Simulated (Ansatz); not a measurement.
# Property card for Al₃CoRu₂

All numbers below come from Ansatz, DFT PBE, scalar-relativistic, plane waves, PAW.

Settings: cutoff 420 eV, Γ-centred mesh 12×12×8 on the computed 6-atom cell, Gaussian smearing of 0.10 eV; no spin polarisation.

The structure is relaxed at this level of theory with its symmetry kept, and needn't be the ground state of this composition.

```
CELL_PARAMETERS angstrom
4.18544 0.00000 0.00000
-2.09272 3.62470 0.00000
0.00000 0.00000 5.13063
ATOMIC_POSITIONS crystal
Al 0.66667 0.33333 0.83644
Al 0.33333 0.66667 0.16356
Al 0.00000 0.00000 0.50000
Co 0.00000 0.00000 0.00000
Ru 0.66667 0.33333 0.32851
Ru 0.33333 0.66667 0.67149
```

Q: Formation energy from the elements' standard states (uncorrected)?

A: -0.626 eV/atom.

Q: Kohn–Sham band gap?

A: none (metal).

Q: Density of states at the Fermi level?

A: 4.3 states/eV per cell.

Q: Orbital (Löwdin) character within 0.5 eV of the Fermi level?

A: Ru 4d 46 %, Co 3d 40 %, Al 3p 9 %.

Q: Bader charge by site (e)?

A: Al (2 in the cell) 1.87, Al (1 in the cell) 1.89, Co (1 in the cell) -1.11, Ru (2 in the cell) -2.26.

A magnetic start lost its moments in a first run, so spin was left out; other magnetic orders weren't tried.

The cell was found from a structure generator's guess, not taken from experiment. Löwdin shares on free-atom orbitals overweight diffuse shells.
